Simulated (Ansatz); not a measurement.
TiGe$_{2}$ (MoSi2 or CaC2 type, I4/mmm) at seven volumes, PBE in the plane-wave PAW code Ansatz, shape and atoms relaxed at each. One row is withheld.

| V (Å³/atom) | P (GPa) |
|---|---|
| 14.933 | 12.42 |
| 15.425 | 7.55 |
| 15.917 | 3.45 |
| 16.410 | 0.00 |
| 16.902 | -2.89 |
| 17.394 | -5.30 |
| 17.886 | ? |

**Question.** Fit the shown pressures and predict the withheld one.

**Answer.** P = (3/2)B₀(x^(7/2) − x^(5/2))[1 + (3/4)(B′ − 4)(x − 1)] with x = (V₀/V)^(2/3). Least squares on the six rows gives V₀ = 16.411 Å³/atom, B₀ = 105 GPa, B′ = 4.81. At V = 17.886, x = 0.9442 and P = -7.35 GPa. The run itself gave -7.31 GPa.

The cell is a constructed one: a structure type filled with these elements; neither database checked (COD, Materials Project) lists it. COD files the formula under space group No. 70, so this cell is another polymorph or a model. Whether it is the stable phase at ambient conditions was not checked. The cell was relaxed with PBE under the symmetry of its start; whether a distortion lowers the energy is not shown. The run is not spin-polarised.

Potentials: the later of the program's two PAW sets.
